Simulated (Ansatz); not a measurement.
PbO:
```
PbO
1.0
    3.98419     0.00000     0.00000
    0.00000     3.98419     0.00000
    0.00000     0.00000     5.11982
Pb O
2 2
Direct
  0.50000   0.00000   0.23142
  0.00000   0.50000   0.76858
  0.50000   0.50000   0.00000
  0.00000   0.00000   0.00000
```

Relaxed with r²SCAN+D4. Special points in fractions of this cell's reciprocal vectors: Γ (0.000, 0.000, 0.000); X (0.000, 0.500, 0.000); M (0.500, 0.500, 0.000); Z (0.000, 0.000, 0.500); R (0.000, 0.500, 0.500); A (0.500, 0.500, 0.500).

Q: List the band energies nearest the valence-band maximum at these points for r²SCAN+D4 (plane waves, PAW; program Ansatz).

A: In eV from the valence-band maximum; about four levels below and three above (degenerate sets whole), none deeper than 8.9 eV; points with the same levels are listed once.

| k | below | above |
|---|---|---|
| Γ | -1.83 -1.79 -1.79 0.00 | 2.70 5.64 6.14 6.14 |
| X | -3.13 -3.13 -1.70 -1.70 | 3.69 3.69 6.86 6.86 |
| M | -1.76 -1.76 -1.15 -1.15 | 1.64 1.64 5.66 5.66 |
| Z | -1.86 -1.81 -1.81 -1.03 | 2.33 4.50 4.50 |
| R | -3.11 -3.11 -1.09 -1.09 | 3.33 3.33 6.83 6.83 |
| A | -2.27 -2.27 -1.16 -1.16 | 3.83 3.83 5.02 5.02 |

Space group P4/nmm. The cell was relaxed with r²SCAN+D4 under the symmetry of its start; of distortions, only those at the zone centre were tested. Scalar-relativistic: spin–orbit coupling is off unless named, which matters more the heavier the elements.

Potentials: the later of the program's two PAW sets.
